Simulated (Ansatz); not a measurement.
## FeSb (P63/mmc): the volume from the results

The reference geometry is a structure as deposited in COD (the entry's cell lengths or inner coordinates differ somewhat from later room-temperature determinations); nothing is relaxed.

Functional, mesh and filling: LDA, 8×8×6 k mesh, Fermi–Dirac smearing of 0.1 eV. PAW means Ansatz 0.2.0 on its default frozen-core files. Site moments are integrated in spheres about the atoms.

The input and its command:

```yaml
crystal:
  lattice:
    - [4.06, 0.0, 0.0]
    - [-2.03, 3.5160631394, 0.0]
    - [0.0, 0.0, 5.13]
  atoms:
    - { symbol: Fe, position: [0.0, 0.0, 0.0], spin: 3.0 }
    - { symbol: Fe, position: [0.0, 0.0, 0.5], spin: 3.0 }
    - { symbol: Sb, position: [0.3333333333, 0.6666666667, 0.25] }
    - { symbol: Sb, position: [0.6666666667, 0.3333333333, 0.75] }
magnetization:
  spin_polarized: true
kpoints:
  mp_grid: { grid: [8, 8, 6] }
scf:
  occupations: { method: fermi_dirac, width: 0.1 }
  lower_state_search: "off"
hamiltonian:
  xc: lda
  pseudopotentials: { kind: paw }
output:
  forces: true
  stress: true
  eigenvalues: true
  populations: true
```

Command: `ansatz run input.yaml --threads 2 --pin off --max-ram 6144MiB --backend cpu --events-out ev --progress --plain --runs-dir out`

The cell is scaled evenly, and every run starts from the same moments. Some of the runs:

```
V/V₀  cell moment (μB)  largest site moment (μB)  F − F(V₀) (meV/atom)  pressure (GPa)
 0.7              0.95                      0.49                   436            63.3
   1              2.84                      1.50                     0           -12.7
 1.2              4.78                      2.48                   356           -17.0
```

**Question.** Another run of the series gave cell moment (μB) = 1.27, largest site moment (μB) = 0.66, F − F(V₀) (meV/atom) = 110, pressure (GPa) = 33.7. At which V/V₀ was it made?
A. 0.94
B. 0.88
C. 0.76
D. 0.82
E. 1.12
F. 1.06

**Answer.** C. V/V₀ = 0.76.

**Question.** Another run of the series gave cell moment (μB) = 4.11, largest site moment (μB) = 2.15, F − F(V₀) (meV/atom) = 204, pressure (GPa) = -16.2. At which V/V₀ was it made?
A. 0.82
B. 1.12
C. 0.94
D. 1.06
E. 0.88
F. 0.76

**Answer.** B. V/V₀ = 1.12.

The whole series:

```csv
V/V₀,cell moment (μB),largest site moment (μB),F − F(V₀) (meV/atom),pressure (GPa)
0.7,0.95,0.49,436,63.3
0.76,1.27,0.66,110,33.7
0.82,1.60,0.83,-49,14.0
0.88,1.91,1.01,-97,0.9
0.94,2.29,1.21,-71,-7.7
1,2.84,1.50,0,-12.7
1.06,3.50,1.84,96,-15.1
1.12,4.11,2.15,204,-16.2
1.2,4.78,2.48,356,-17.0
```

The PAW files were made with PBE; the program remakes their cores once for the run's functional and then keeps them frozen. Under strong compression frozen cores are worth checking against an all-electron run. The Ansatz runs typed with the search for lower states off end where their start leads. Spin–orbit coupling is left out although heavy atoms are present. None of this fixes the real material's magnetic order: only patterns that fit the cell were computed, at zero temperature, with a functional that can overstate moments.
